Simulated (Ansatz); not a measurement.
# LiMg14GaO16 — Mg-25 nuclear quadrupole resonance

Cell: a computed structure from the Materials Project (it need not be an observed phase), taken as it stands.

Space group Pmmm (No. 47); a = 4.2496, b = 8.4958, c = 8.5009 Å.

```
site  Wyckoff  site symmetry       x       y       z
  Li       1a            mmm  0.0000  0.0000  0.0000
 Mg2       1c            mmm  0.0000  0.0000  0.5000
 Mg3       1g            mmm  0.0000  0.5000  0.5000
 Mg4       2o            m2m  0.5000  0.7592  0.0000
 Mg6       2p            m2m  0.5000  0.7524  0.5000
 Mg8       2s            mm2  0.5000  0.0000  0.7554
 Mg9       2t            mm2  0.5000  0.5000  0.7484
Mg12       4u            m..  0.0000  0.7562  0.7507
  Ga       1e            mmm  0.0000  0.5000  0.0000
 O17       2q            mm2  0.0000  0.0000  0.7448
 O18       2r            mm2  0.0000  0.5000  0.7567
 O21       4v            m..  0.5000  0.7480  0.7506
 O25       1b            mmm  0.5000  0.0000  0.0000
 O26       1f            mmm  0.5000  0.5000  0.0000
 O27       1d            mmm  0.5000  0.0000  0.5000
 O28       1h            mmm  0.5000  0.5000  0.5000
 O29       2m            m2m  0.0000  0.7310  0.0000
 O31       2n            m2m  0.0000  0.7461  0.5000
```

One atom of each set is listed.

The numbers come from a DFT calculation in Ansatz (PBE, plane waves and PAW, scalar-relativistic, 420 eV cutoff, Γ-centred 5×3×3 k-points, Fermi–Dirac smearing 0.02 eV).

Mg-25: I = 5/2, Q = 199.4 mb (year-2017 value). Static lattice, zero field.

Problem. Predict the zero-field Mg-25 lines of each site.

Solution. For I = 5/2 and η = 0 the lines are 3|C_Q|/20 and twice that; η pulls their ratio below 2. At large η the states mix, and weaker lines appear at sums of the main ones; lines under 5 % of the strongest are left out.

```tsv
site	atoms	V_zz (10²¹ V/m²)	C_Q (MHz)	η	line frequencies (MHz)
Mg2	1	-1.01	-4.89	0.76	1.10, 1.35, 2.45
Mg3	1	1.30	6.29	0.61	1.27, 1.77
Mg4	2	0.43	2.06	0.43	0.366, 0.596
Mg6	2	0.084	0.404	0.88	0.0989, 0.109, 0.208
Mg8	2	0.47	2.25	0.22	0.355, 0.668
Mg9	2	-0.49	-2.36	0.17	0.366, 0.704
Mg12	4	0.26	1.27	0.63	0.259, 0.356
```
